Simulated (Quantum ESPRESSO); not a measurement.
Band energies of Pt

```
CELL_PARAMETERS angstrom
      0.00000     1.97158     1.97158
      1.97158     0.00000     1.97158
      1.97158     1.97158     0.00000
ATOMIC_POSITIONS crystal
  Pt 0.00000 0.00000 0.00000
```

PBEsol (pw.x of Quantum ESPRESSO, ONCV potentials, scalar-relativistic); path ΓXWKΓLUWLK,UX; energies in eV from the Fermi level.

| k (1/Å) | point | band 5 | band 6 | band 7 | band 8 | band 9 | band 10 | band 11 | band 12 |
|---|---|---|---|---|---|---|---|---|---|
| 0.00 | Γ | -10.14 | -3.72 | -3.72 | -3.72 | -1.59 | -1.59 | 14.59 | 19.44 |
| 0.53 |  | -8.74 | -4.55 | -2.98 | -2.98 | -2.49 | -1.23 | 16.68 | 17.61 |
| 1.06 |  | -6.70 | -5.92 | -2.11 | -1.02 | -1.02 | -0.43 | 14.25 | 14.25 |
| 1.59 | X | -6.95 | -6.50 | 0.01 | 0.47 | 0.47 | 1.72 | 8.64 | 11.26 |
| 2.28 |  | -5.66 | -5.01 | -3.88 | -1.83 | 0.47 | 6.98 | 7.21 | 8.96 |
| 2.39 | W | -5.55 | -4.48 | -4.48 | -1.96 | 0.47 | 6.93 | 8.13 | 8.13 |
| 2.84 |  | -6.09 | -5.36 | -2.94 | -1.35 | -0.10 | 5.69 | 6.65 | 9.87 |
| 2.95 | K | -6.15 | -5.38 | -2.82 | -1.29 | -0.18 | 5.60 | 6.59 | 9.91 |
| 3.38 |  | -5.51 | -4.40 | -4.33 | -2.34 | -1.29 | 2.70 | 9.79 | 11.22 |
| 4.01 |  | -8.25 | -4.43 | -3.30 | -3.01 | -2.29 | -0.96 | 14.92 | 16.57 |
| 4.54 |  | -10.08 | -3.75 | -3.70 | -3.69 | -1.62 | -1.59 | 14.69 | 19.14 |
| 4.64 | Γ | -10.14 | -3.72 | -3.72 | -3.72 | -1.59 | -1.59 | 14.59 | 19.44 |
| 5.04 |  | -9.36 | -4.01 | -3.46 | -3.46 | -1.70 | -1.70 | 15.67 | 16.48 |
| 5.63 |  | -7.33 | -3.58 | -3.58 | -2.84 | -0.62 | -0.62 | 9.25 | 15.03 |
| 6.02 | L | -7.22 | -3.78 | -3.78 | -0.51 | 0.04 | 0.04 | 5.66 | 14.15 |
| 6.13 |  | -7.17 | -3.82 | -3.73 | -1.03 | 0.03 | 0.61 | 5.64 | 14.25 |
| 6.67 |  | -5.93 | -4.76 | -3.48 | -2.34 | -0.24 | 4.64 | 5.69 | 12.64 |
| 7.00 | U | -6.15 | -5.38 | -2.82 | -1.29 | -0.18 | 5.60 | 6.59 | 9.91 |
| 7.34 |  | -5.72 | -5.15 | -3.64 | -1.71 | 0.29 | 6.32 | 7.14 | 9.42 |
| 7.56 | W | -5.55 | -4.48 | -4.48 | -1.96 | 0.47 | 6.93 | 8.13 | 8.13 |
| 7.84 |  | -5.32 | -4.97 | -4.21 | -1.94 | 0.02 | 5.68 | 6.70 | 10.86 |
| 8.31 |  | -6.60 | -4.26 | -3.24 | -2.57 | -0.09 | 2.73 | 5.47 | 15.01 |
| 8.69 | L | -7.22 | -3.78 | -3.78 | -0.51 | 0.04 | 0.04 | 5.66 | 14.15 |
| 8.87 |  | -7.07 | -3.89 | -3.66 | -1.46 | 0.01 | 1.13 | 5.61 | 14.41 |
| 9.31 |  | -5.97 | -4.71 | -3.44 | -2.45 | -0.22 | 4.51 | 5.58 | 12.99 |
| 9.67 | K | -6.15 | -5.38 | -2.82 | -1.29 | -0.18 | 5.60 | 6.59 | 9.91 |
| 9.67 | U | -6.15 | -5.38 | -2.82 | -1.29 | -0.18 | 5.60 | 6.59 | 9.91 |
| 10.23 | X | -6.95 | -6.50 | 0.01 | 0.47 | 0.47 | 1.72 | 8.64 | 11.26 |

A metal at this level: along this path bands 8, 9, 10 cross the Fermi level.

Spin-orbit coupling is left out; for elements this heavy it splits bands near the Fermi level.

Geometry of the Materials Project entry, not relaxed at this level.
